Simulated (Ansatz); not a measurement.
input.yaml (Ansatz 0.2.0):

```yaml
crystal:
  lattice:
    - [0.0, 3.6065214195, 3.6065214195]
    - [3.6065214195, 0.0, 3.6065214195]
    - [3.6065214195, 3.6065214195, 0.0]
  atoms:
    - { symbol: Hf, position: [0.5, 0.5, 0.5] }
    - { symbol: Hf, position: [0.75, 0.75, 0.75] }
    - { symbol: V, position: [0.125, 0.125, 0.125], spin: 0.05 }
    - { symbol: V, position: [0.625, 0.125, 0.125], spin: 0.05 }
    - { symbol: V, position: [0.125, 0.125, 0.625], spin: 0.05 }
    - { symbol: V, position: [0.125, 0.625, 0.125], spin: 0.05 }
basis:
  ecutwfc: 420
  ecutrho_ratio: 4
kpoints:
  mp_grid: { grid: [8, 8, 8] }
hamiltonian:
  xc: pbesol
scf:
  occupations: { method: gaussian, width: 0.05 }
output:
  forces: true
  stress: true
  eigenvalues: true
  populations: true
magnetization:
  spin_polarized: true
```

Launched as:
```sh
ansatz run input.yaml --threads 4 --pin off --max-ram 7168MiB --backend cpu --events-out ev --progress --plain --runs-dir out
```

The chain of runs began from a cell as deposited in COD, expanded in volume.

Problem. Before reading the output: what should come out?

Solution. Pressure 0.1 GPa, gap on the mesh zero (metallic), no spin moment left (PBEsol, scalar-relativistic).

Problem. About how long does the run take on 4 threads of Arm Neoverse V1 (shared host), and how much memory does it need?

Solution. About 16 s, with a peak of 0.66 GiB.

Output, machine lines left out:

```
Pseudopotentials: kind: paw
Pseudopotential: Hf, paw, valence charge 26, recommended cutoff 420 eV (normal), Hf.paw.azcp
Pseudopotential: V, paw, valence charge 13, recommended cutoff 420 eV (normal), V.paw.azcp
Crystal: 6 atoms, lattice volume = 93.820 Å³
Basis set: ecut = 420 eV, 1837 PW (Γ), exchange–correlation on 72×72×72 points (8 copies of the dense FFT grid, shifted against one another)
Bands: 63, of which v1, the nominal top of the filled ones, is band 52 counted from 1 (51 counted from 0)
Symmetry: 48 space group operations
Space group: Fd-3m (ITA 227), of the structure as read, at distance tolerance 4.5e-5 Å
Magnetic group: BNS 227.128 (UNI 1630), of the structure as read, at distance tolerance 4.5e-5 Å
k-points: 29 of 512
Initial density: superposition of atomic densities (chi_scale 0.1, normalization cell)
Starting moments: Σ|m| = 0.2 μB on 4 of 6 sites
Initial wavefunctions: pseudopotential atomic-orbital guess
Functional: x = pbesol(κ = 0.804, μ = 0.12346), c = pbesol(β = 0.046)
```

SCF trace (energy estimate counted from the last row):
```
iteration  ΔE (eV)  density residual (eV)
        1   -0.847                 4.81e0
        2    1.135                 2.97e0
        3    0.557                 2.00e0
        4   -0.061                8.76e-2
        5   -0.010                3.39e-2
        6  1.1e-04                1.19e-2
        7  8.0e-06                2.09e-4
        8  2.0e-06                5.61e-6
        9  2.0e-06                6.84e-6
       10  1.0e-06                5.75e-8
       11  1.0e-06                2.09e-7
       12    0.000                1.40e-7
       13    0.000                4.12e-8
       14    0.000               5.32e-10
       15    0.000               1.14e-11
```

```
SCF 1 converged in 15 iterations: F = -42737.010943 eV  dr2 = 1.14e-11
SCF converged after 15 iterations
Magnetization: 0.0002 μB (52.0001 up, 51.9999 down)
Absolute magnetization: 0.0002 μB (∫|ρ↑−ρ↓|, with the PAW one-centre terms)
Per-site moments (μB) at R_I (Å): [(0.00001, 1.23353), (0.00001, 1.23353), (0.00003, 1.05196), (0.00003, 1.05196), (0.00003, 1.05196), (0.00003, 1.05196)]
Free energy (F): -42737.010943 eV
E sigma→0 (E₀):  -42737.002312 eV
Entropy (-TS):   -0.017261 eV (-2.877 meV/atom)
Fermi energy:    18.543907 eV
--- Per-component energies (eV) ---
  E_band       = -401.041910
  E_kinetic    = 2202.334091
  E_local      = -13538.487474  (includes V_loc(G=0)·N_el)
  E_nonlocal   = -2648.923971
  E_hartree    = 6367.864561
  E_xc         = -1115.704567
  E_vxc        = -1194.450983  (∫ρ·V_xc dr)
  E_paw        = -17963.378986  (= ΣΔE_a)
  E_vpaw       = 2042.756087  (= ΣTr[D̂ρ^β])
  E_aug_tail   = 0.001046  (compensation charges beyond the density's cutoff)
  E_ewald      = -16043.799280
  E_core_change = 3.100900  (= ΣΔE_core)
  E_smearing   = -0.017261  (= −TS)
--- Forces (eV/Å), atoms counted from 1 ---
  atom   1  Hf     0.00000000     0.00000000     0.00000000
  atom   2  Hf     0.00000000     0.00000000     0.00000000
  atom   3  V      0.00000000     0.00000000     0.00000000
  atom   4  V      0.00000000     0.00000000     0.00000000
  atom   5  V      0.00000000     0.00000000     0.00000000
  atom   6  V      0.00000000     0.00000000     0.00000000
--- Stress (GPa, compression-positive) ---
        0.124447       0.000000       0.000000
        0.000000       0.124447       0.000000
        0.000000       0.000000       0.124447
  P = ⅓ Tr σ = 0.1244 GPa (1.244 kbar)
--- Löwdin populations: 6 sites ---
  site symbol       q [e]    m [muB]
     0     Hf     26.1281     0.0000
     1     Hf     26.1281     0.0000
     2      V     12.7973     0.0000
     3      V     12.7973     0.0000
     4      V     12.7973     0.0000
     5      V     12.7973     0.0000
```

These numbers lack spin–orbit coupling. The starting moments died out; a magnetic state reached from other starts isn't excluded.
